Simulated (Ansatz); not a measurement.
## Two states of TiClO

```
O Cl Ti
1.0
     3.82176    0.00000    0.00000
     0.00000    3.39275    0.00000
     0.00000    0.00000    8.12099
O Cl Ti
2 2 2
Direct
  0.75000 0.75000 0.94460
  0.25000 0.25000 0.05540
  0.25000 0.25000 0.66804
  0.75000 0.75000 0.33196
  0.25000 0.75000 0.88068
  0.75000 0.25000 0.11932
```

Single point in Ansatz 0.2.0 with r2SCAN, with U_eff = 6.08 eV on Ti d (all-electron-ortho-atomic projectors). Cutoff 500 eV, PAW datasets, 5×5×3 Γ-centred k mesh, cold filling (width 0.0162 eV).

State A: Ti5 up, Ti6 down (collinear spin). State B: Ti5 up, Ti6 up (collinear spin).

Compare the two self-consistent states.

They are level within 1 meV an atom.

```csv
state,free energy (meV/atom),largest moment in a small sphere (μB),net moment (μB/cell),gap on mesh (eV),pressure (GPa),largest force (eV/Å)
A,0.6,0.72,0.00,4.72,3.7,0.34
B,0.0,0.73,2.00,4.31,3.7,0.34
```

Origin: a database entry at a rescaled volume. Caveats: an odd or shifted mesh can miss the band edges, so this level's true gap may be smaller.
